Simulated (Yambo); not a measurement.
G0W0@PBEsol for SiSe2 (space group Ibam, No. 72) in Yambo (2×2×2 mesh, 7 Ry block, plasmon pole, screening fixed), without a terminator:

```json
[
 {"bands N in G": "105", "gap (-0.5, 0.5, 0) → (-0.5, -0.5, -0.5) (eV)": "3.118", "shift of the valence edge (eV)": "-0.970"},
 {"bands N in G": "175", "gap (-0.5, 0.5, 0) → (-0.5, -0.5, -0.5) (eV)": "3.148", "shift of the valence edge (eV)": "-1.212"},
 {"bands N in G": "268", "gap (-0.5, 0.5, 0) → (-0.5, -0.5, -0.5) (eV)": "3.160", "shift of the valence edge (eV)": "-1.315"}
]
```

Q: Extrapolate both columns to infinite N with E(N) = E∞ + A/N, test the form, and compare with the terminator.

A: From two points, E∞ = (N2 E2 − N1 E1)/(N2 − N1). The two largest N give 3.18 eV for the gap and -1.51 eV for the shift; the two smallest give 3.19 eV and -1.57 eV. For the gap the slopes A are -7.9 and -6.1 eV: the form isn't reached, and its limit is uncertain. For the shift the slopes A are 64 and 52 eV: the form isn't reached, and its limit is uncertain. With the Bruneval-Gonze terminator and 268 bands the run gives 3.16 eV and -1.38 eV, 0.02 eV and 0.13 eV from the extrapolated values: the terminator too is an estimate of the remainder. Block, mesh and the bands in W are held fixed.

The standard potential for Se keeps a d shell in the valence without the s and p states of that shell. In tests on such compounds this moved G0W0 gaps by up to about 0.9 eV, so absolute quasiparticle energies here are unreliable; differences between settings are what counts.

Spin-orbit coupling is not included.

Geometry relaxed with PBE+D3(BJ); primitive cell a = b = c = 6.276 Å, α = 124.02°, β = 82.77°, γ = 124.50°.

A shift is the quasiparticle energy of the state minus its PBEsol energy.
